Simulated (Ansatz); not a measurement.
Li, one cell by several methods

```yaml
crystal:
  lattice:
    - [1.55050, 0.89518, 7.58830]
    - [-1.55050, 0.89518, 7.58830]
    - [0.00000, -1.79036, 7.58830]
  atoms:
    - { symbol: Li, position: [0.00000, 0.00000, 0.00000] }
    - { symbol: Li, position: [0.22200, 0.22200, 0.22200] }
    - { symbol: Li, position: [0.77800, 0.77800, 0.77800] }
```

Atoms are numbered in the order listed.

The structure is an experimental refinement, used without relaxation.

Levels of theory: DFT, PBEsol, PAW with Ansatz's default frozen-core files, scalar-relativistic (Ansatz 0.2.0); DFT, PBEsol, all-electron PAW with datasets made for the crystal, scalar-relativistic (Ansatz 0.2.0); DFT, PBEsol, all-electron LAPW, scalar-relativistic (Ansatz 0.2.0).

For PAW: a Γ-centred 12×12×12 k mesh, Fermi–Dirac smearing of 0.05 eV, cutoff 420 eV, no spin polarisation; the PAW files were made with PBE, and the program remakes their frozen cores for this functional. The crystal-made all-electron datasets (AE datasets) take a cutoff of 100 eV at this cell. LAPW targets a basis error of 1 meV/atom. The Ansatz runs share mesh, smearing and spin set-up. Plane-wave (PAW) pressures include the program's estimate of the Pulay term.

Stress and pressure are positive in compression.

Levels count from the Fermi level.

| quantity | PAW | AE datasets | LAPW |
| --- | --- | --- | --- |
| pressure (GPa) | -0.54 | -0.54 | -0.53 |
| stress xx (GPa) | -0.44 | -0.44 | -0.44 |
| stress zz (GPa) | -0.73 | -0.73 | -0.73 |
| highest filled level at T (eV) | -3.001 | -3.000 | -3.000 |
| lowest empty level at T (eV) | 0.028 | 0.028 | 0.028 |
| highest filled level at L (eV) | -0.032 | -0.032 | -0.032 |
| lowest empty level at L (eV) | 0.821 | 0.821 | 0.821 |
| highest filled level at Γ (eV) | -1.556 | -1.556 | -1.556 |
| lowest empty level at Γ (eV) | 5.549 | 5.549 | 5.550 |
